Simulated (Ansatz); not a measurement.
SiBCN in space group R3m (No. 160; B on 3a, N on 3a, Si on 3a, C on 3a), r²SCAN (plane waves, PAW; program Ansatz), all energies at zero smearing, with the estimated change up to a 700 eV cutoff added, with one set of potentials and settings (totals compare only within such a set). Cell of 4 atoms (1 B, 1 N, 1 Si, 1 C): -1433.905 eV.

| element | reference phase | E (eV/atom) |
|---|---|---|
| B | R-3m, 12 atoms in the cell | -156.5545 |
| N | Pa-3, 8 atoms in the cell | -384.8341 |
| Si | Fd-3m, 2 atoms in the cell | -639.0665 |
| C | P6_3/mmc, 4 atoms in the cell | -251.6688 |

Formation energy per atom, worked out: (-1433.905 − 1×(-156.5545) − 1×(-384.8341) − 1×(-639.0665) − 1×(-251.6688))/4 = -0.445 eV/atom (-43 kJ per mol of atoms), at 0 K, without zero-point energy or fitted corrections.

The start of the workflow was typed in or built on a structure type; neither database checked (COD, Materials Project) lists it. Whether it is the stable phase at ambient conditions was not checked. The cell was relaxed with r²SCAN under the symmetry of its start; whether a distortion lowers the energy is not shown. The volume moved by -18 % from the start of the relaxation. The references are the lowest solids computed at this level, not always the standard phases (solids in place of the gases).

Potentials: the earlier of the program's two PAW sets.
